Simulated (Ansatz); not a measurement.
Space group P6_3/mmc (No. 194). a = 5.856 Å, b = 5.856 Å, c = 4.989 Å, α = 90.00°, β = 90.00°, γ = 120.00°
```
atom site symmetry x y z
  Sn    2d      -6m2  0.3333  0.6667  0.7500
  Au    6h mm2  0.1651  0.3302  0.2500
```

Equation of state of this SnAu3 structure (not necessarily the ground state), with shape and atoms relaxed at each volume where symmetry leaves them free. It has no gap at any of these volumes. The calculation used Ansatz, DFT PBEsol, scalar-relativistic, plane waves, PAW.

Plane waves to 420 eV, a k mesh through Γ of 6×6×8 on the computed 8-atom cell and Gaussian smearing (0.10 eV); no spin polarisation.

| V (Å³/atom) | E − E(largest V) (meV/atom) | P (GPa) |
| --- | --- | --- |
| 17.409 | 7.51 | 9.45 |
| 17.965 | -16.10 | 4.27 |
| 18.520 | -23.36 | 0.01 |
| 19.076 | -17.18 | -3.47 |
| 19.632 | 0.00 | -6.27 |

Fit a third-order Birch–Murnaghan equation to E(V).

V0 = 18.52 Å³/atom, B0 = 128 GPa, B0' = 5.6.

Spin-orbit coupling is left out, which matters for the bands of heavy elements.